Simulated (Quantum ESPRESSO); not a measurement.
# TaAg2Os3Nb2: one run as intended and one with a planted mistake

A calculation, not a measurement. The program is pw.x of Quantum ESPRESSO 7.5 (plane-wave density functional theory). The cell is made up: eight metal atoms on a hexagonal close-packed lattice, with elements, volume, strain and displacements drawn at random and not relaxed, so it may be unstable or far from any real phase. PseudoDojo standard norm-conserving files set the functional (PBE unless stated); there is no spin polarisation or spin-orbit coupling, the Fermi-Dirac width of 0.25 eV means electrons at about 2900 K, and the masses in the input are unused placeholders. Heavy elements are run without spin-orbit coupling, which real alloys of them have. A spin test at this wide smearing found no moment, but such smearing suppresses magnetism that the real alloy may have.

Intended input:

```
&control calculation='scf', pseudo_dir='./dojo.nc.sr.pbe.v0_5.standard.upf', outdir='./o', disk_io='minimal', tprnfor=.true., tstress=.true. /
&system ibrav=0, nat=8, ntyp=4, nbnd=79, ecutwfc=84.00895049, nosym=.true., tot_charge=0,
 occupations='smearing', smearing='fd', degauss=0.0183746611
/
&electrons conv_thr=1.470e-08, electron_maxstep=70, mixing_beta=0.5 /
ATOMIC_SPECIES
Ag 1.0 Ag.upf
Nb 1.0 Nb.upf
Os 1.0 Os.upf
Ta 1.0 Ta.upf
CELL_PARAMETERS angstrom
-2.7806 0.014 -0.0136
-0.0243 4.9035 -0.0268
1.3572 -2.4071 -9.4136
ATOMIC_POSITIONS angstrom
Ta 0.0435 -0.0689 -0.0378
Ag -0.1287 1.6105 -2.2608
Os 0.0051 -0.0789 -4.8037
Nb -0.243 1.8519 -7.079
Os -1.4648 2.3345 0.077
Ag -1.3351 4.2326 -2.4275
Os -1.4765 2.4595 -4.7557
Nb -1.4435 -0.6908 -7.1082
K_POINTS automatic
8 5 3 1 1 1
```

The log is shortened where brackets say so; the opening notice, blank lines, dates and the lines on written files are dropped, and the path of the files is cut. It prints rydbergs, bohrs and kilobars, and counts compression as positive stress. Its total energy is the free energy E - TS of the whole cell.

Log of the intended run:

```
     Program PWSCF v.7.5
     Parallel version (MPI & OpenMP), running on       4 processor cores
     Number of MPI processes:                 4
     Threads/MPI process:                     1
     [start-up lines left out]
     bravais-lattice index     =            0
     lattice parameter (alat)  =       5.2547  a.u.
     unit-cell volume          =     867.9487 (a.u.)^3
     number of atoms/cell      =            8
     number of atomic types    =            4
     number of electrons       =       125.00
     number of Kohn-Sham states=           79
     kinetic-energy cutoff     =      84.0090  Ry
     charge density cutoff     =     336.0358  Ry
     scf convergence threshold =      1.5E-08
     mixing beta               =       0.5000
     number of iterations used =            8  plain     mixing
     Exchange-correlation= PBE
                           (   1   4   3   4   0   0   0)
     [axes and pseudopotential details left out]
   Cartesian axes
     site n.     atom                  positions (alat units)
         1        Ta     tau(   1) = (   0.0156437  -0.0247782  -0.0135939  )
         2        Ag     tau(   2) = (  -0.0462838   0.5791773  -0.8130419  )
         3        Os     tau(   3) = (   0.0018341  -0.0283745  -1.7275342  )
         4        Nb     tau(   4) = (  -0.0873891   0.6659909  -2.5457907  )
         5        Os     tau(   5) = (  -0.5267798   0.8395463   0.0276912  )
         6        Ag     tau(   6) = (  -0.4801363   1.5221520  -0.8729915  )
         7        Os     tau(   7) = (  -0.5309874   0.8844995  -1.7102722  )
         8        Nb     tau(   8) = (  -0.5191198  -0.2484295  -2.5562918  )
     number of k points=    60  Fermi-Dirac smearing, width (Ry)=  0.0184
                       cart. coord. in units 2pi/alat
        k(    1) = (  -0.0618651   0.0560052  -0.0724715), wk =   0.0333333
        k(    2) = (  -0.0628209   0.0570745   0.1240429), wk =   0.0333333
     [further k points left out]
     Dense  grid:    90265 G-vectors     FFT dimensions: (  32,  60, 120)
     Estimated max dynamical RAM per process >     383.66 MB
     Estimated total dynamical RAM >       1.43 GB
     Initial potential from superposition of free atoms
     starting charge     124.9929, renormalised to     125.0000
     Starting wfcs are   80 randomized atomic wfcs
     total cpu time spent up to now is       14.0 secs
     per-process dynamical memory:   309.6 Mb
     Self-consistent Calculation
     iteration #  1     ecut=    84.01 Ry     beta= 0.50
     Davidson diagonalization with overlap
     ethr =  1.00E-02,  avg # of iterations =  4.6
     total cpu time spent up to now is       47.6 secs
     total energy              =   -1602.74700132 Ry
     estimated scf accuracy    <       5.70685726 Ry
     iteration #  2     ecut=    84.01 Ry     beta= 0.50
     Davidson diagonalization with overlap
     ethr =  4.57E-03,  avg # of iterations =  3.8
     total cpu time spent up to now is       93.2 secs
     total energy              =   -1596.72596456 Ry
     estimated scf accuracy    <     139.00932495 Ry
     [iterations 3 to 17 left out]
     iteration # 18     ecut=    84.01 Ry     beta= 0.50
     Davidson diagonalization with overlap
     ethr =  4.37E-11,  avg # of iterations =  1.9
     total cpu time spent up to now is      595.1 secs
     total energy              =   -1606.40705119 Ry
     estimated scf accuracy    <       0.00000002 Ry
     iteration # 19     ecut=    84.01 Ry     beta= 0.50
     Davidson diagonalization with overlap
     ethr =  1.96E-11,  avg # of iterations =  1.0
     total cpu time spent up to now is      622.7 secs
     End of self-consistent calculation
     [lines on levels left out]
!    total energy              =   -1606.40705119 Ry
     estimated scf accuracy    <          3.5E-09 Ry
     smearing contrib. (-TS)   =      -0.11154072 Ry
     internal energy E=F+TS    =   -1606.29551047 Ry
     The total energy is F=E-TS. E is the sum of the following terms:
     one-electron contribution =    -421.09563874 Ry
     hartree contribution      =     288.79437573 Ry
     xc contribution           =    -298.55488616 Ry
     ewald contribution        =   -1175.43936128 Ry
     convergence has been achieved in  19 iterations
     Forces acting on atoms (cartesian axes, Ry/au):
     atom    1 type  4   force =    -0.00730080   -0.03292095   -0.02644755
     atom    2 type  1   force =     0.01983418    0.05719891   -0.03897873
     atom    3 type  3   force =    -0.00208919    0.02173004   -0.02230309
     atom    4 type  2   force =     0.02041259   -0.05306086    0.07300473
     atom    5 type  3   force =     0.00280009    0.03314082   -0.00416474
     atom    6 type  1   force =    -0.02238282   -0.06957701   -0.01761079
     atom    7 type  3   force =    -0.00215693   -0.00121648   -0.01493328
     atom    8 type  2   force =    -0.00911712    0.04470555    0.05143345
     Total force =     0.168192     Total SCF correction =     0.000156
     Computing stress (Cartesian axis) and pressure
          total   stress  (Ry/bohr**3)                   (kbar)     P=       90.38
   0.00082420   0.00006363  -0.00000298          121.24        9.36       -0.44
   0.00006363   0.00024496   0.00013602            9.36       36.04       20.01
  -0.00000298   0.00013602   0.00077403           -0.44       20.01      113.86
     init_run     :     13.35s CPU     13.87s WALL (       1 calls)
     electrons    :    596.94s CPU    608.68s WALL (       1 calls)
     forces       :      4.09s CPU      4.13s WALL (       1 calls)
     stress       :     16.35s CPU     16.69s WALL (       1 calls)
     [timing details left out]
     PWSCF        :  10m30.87s CPU  10m43.64s WALL
     JOB DONE.
```

A second run has one planted mistake: one atom is of a wrong element. The input lines that differ:

```
- &system ibrav=0, nat=8, ntyp=4, nbnd=79, ecutwfc=84.00895049, nosym=.true., tot_charge=0,
+ &system ibrav=0, nat=8, ntyp=5, nbnd=79, ecutwfc=84.00895049, nosym=.true., tot_charge=0,
+ V 1.0 V.upf
- Nb -0.243 1.8519 -7.079
+ V -0.243 1.8519 -7.079
```

Its log:

```
     Program PWSCF v.7.5
     Parallel version (MPI & OpenMP), running on       4 processor cores
     Number of MPI processes:                 4
     Threads/MPI process:                     1
     [start-up lines left out]
     bravais-lattice index     =            0
     lattice parameter (alat)  =       5.2547  a.u.
     unit-cell volume          =     867.9487 (a.u.)^3
     number of atoms/cell      =            8
     number of atomic types    =            5
     number of electrons       =       125.00
     number of Kohn-Sham states=           79
     kinetic-energy cutoff     =      84.0090  Ry
     charge density cutoff     =     336.0358  Ry
     scf convergence threshold =      1.5E-08
     mixing beta               =       0.5000
     number of iterations used =            8  plain     mixing
     Exchange-correlation= PBE
                           (   1   4   3   4   0   0   0)
     [axes and pseudopotential details left out]
   Cartesian axes
     site n.     atom                  positions (alat units)
         1        Ta     tau(   1) = (   0.0156437  -0.0247782  -0.0135939  )
         2        Ag     tau(   2) = (  -0.0462838   0.5791773  -0.8130419  )
         3        Os     tau(   3) = (   0.0018341  -0.0283745  -1.7275342  )
         4        V      tau(   4) = (  -0.0873891   0.6659909  -2.5457907  )
         5        Os     tau(   5) = (  -0.5267798   0.8395463   0.0276912  )
         6        Ag     tau(   6) = (  -0.4801363   1.5221520  -0.8729915  )
         7        Os     tau(   7) = (  -0.5309874   0.8844995  -1.7102722  )
         8        Nb     tau(   8) = (  -0.5191198  -0.2484295  -2.5562918  )
     number of k points=    60  Fermi-Dirac smearing, width (Ry)=  0.0184
                       cart. coord. in units 2pi/alat
        k(    1) = (  -0.0618651   0.0560052  -0.0724715), wk =   0.0333333
        k(    2) = (  -0.0628209   0.0570745   0.1240429), wk =   0.0333333
     [further k points left out]
     Dense  grid:    90265 G-vectors     FFT dimensions: (  32,  60, 120)
     Estimated max dynamical RAM per process >     389.95 MB
     Estimated total dynamical RAM >       1.46 GB
     Initial potential from superposition of free atoms
     starting charge     124.9941, renormalised to     125.0000
     Starting wfcs are   80 randomized atomic wfcs
     total cpu time spent up to now is       17.3 secs
     per-process dynamical memory:   311.8 Mb
     Self-consistent Calculation
     iteration #  1     ecut=    84.01 Ry     beta= 0.50
     Davidson diagonalization with overlap
     ethr =  1.00E-02,  avg # of iterations =  4.8
     total cpu time spent up to now is       54.4 secs
     total energy              =   -1621.54029539 Ry
     estimated scf accuracy    <      11.64747545 Ry
     iteration #  2     ecut=    84.01 Ry     beta= 0.50
     Davidson diagonalization with overlap
     ethr =  9.32E-03,  avg # of iterations =  4.2
     total cpu time spent up to now is      103.0 secs
     total energy              =   -1616.82057501 Ry
     estimated scf accuracy    <     228.29488101 Ry
     [iterations 3 to 19 left out]
     iteration # 20     ecut=    84.01 Ry     beta= 0.50
     Davidson diagonalization with overlap
     ethr =  4.25E-11,  avg # of iterations =  2.0
     total cpu time spent up to now is      674.5 secs
     total energy              =   -1629.47500450 Ry
     estimated scf accuracy    <       0.00000006 Ry
     iteration # 21     ecut=    84.01 Ry     beta= 0.50
     Davidson diagonalization with overlap
     ethr =  4.25E-11,  avg # of iterations =  1.0
     total cpu time spent up to now is      702.5 secs
     End of self-consistent calculation
     [lines on levels left out]
!    total energy              =   -1629.47500450 Ry
     estimated scf accuracy    <          5.9E-09 Ry
     smearing contrib. (-TS)   =      -0.12298975 Ry
     internal energy E=F+TS    =   -1629.35201474 Ry
     The total energy is F=E-TS. E is the sum of the following terms:
     one-electron contribution =    -464.67960116 Ry
     hartree contribution      =     305.76016454 Ry
     xc contribution           =    -294.99321684 Ry
     ewald contribution        =   -1175.43936128 Ry
     convergence has been achieved in  21 iterations
     Forces acting on atoms (cartesian axes, Ry/au):
     atom    1 type  4   force =    -0.00486903   -0.04146245    0.02447721
     atom    2 type  1   force =     0.01976057    0.05728355   -0.03896184
     atom    3 type  3   force =    -0.00204717    0.02611299   -0.03013848
     atom    4 type  5   force =     0.01315387   -0.02594122    0.05915674
     atom    5 type  3   force =     0.00199730    0.04214718    0.00406984
     atom    6 type  1   force =    -0.02254255   -0.06970974   -0.01800812
     atom    7 type  3   force =     0.00113062   -0.01088453   -0.05177560
     atom    8 type  2   force =    -0.00658362    0.02245424    0.05118026
     Total force =     0.164098     Total SCF correction =     0.000450
     Computing stress (Cartesian axis) and pressure
          total   stress  (Ry/bohr**3)                   (kbar)     P=       12.55
   0.00029404   0.00007489   0.00000446           43.26       11.02        0.66
   0.00007489  -0.00027279   0.00010961           11.02      -40.13       16.12
   0.00000446   0.00010961   0.00023463            0.66       16.12       34.52
     init_run     :     13.04s CPU     13.54s WALL (       1 calls)
     electrons    :    673.66s CPU    685.29s WALL (       1 calls)
     forces       :      5.51s CPU      5.55s WALL (       1 calls)
     stress       :     16.49s CPU     16.78s WALL (       1 calls)
     [timing details left out]
     PWSCF        :  11m52.46s CPU  12m 5.05s WALL
     JOB DONE.
```

|  | intended run | run with the mistake |
| --- | --- | --- |
| free energy (eV) | -21856.281 | -22170.137 |
| entropy term -TS, part of it (eV) | -1.518 | -1.673 |
| pressure (GPa) | 9.04 | 1.25 |
| size of the largest force component (eV/Å) | 1.877 | 1.792 |
| largest change of a force component (eV/Å) |  | 1.309 |
| iterations | 19 | 21 |

For scale, a rerun of the intended cell at a higher cutoff and on a denser mesh moved values by no more than 0.008 eV in energy, 0.11 GPa in stress and 0.011 eV/Å in force, and a second program with other atomic files agreed on that cell to 2 % rms in force and 0.5 GPa in pressure. Files of another functional or element have another zero of energy, so the energy change says nothing on stability.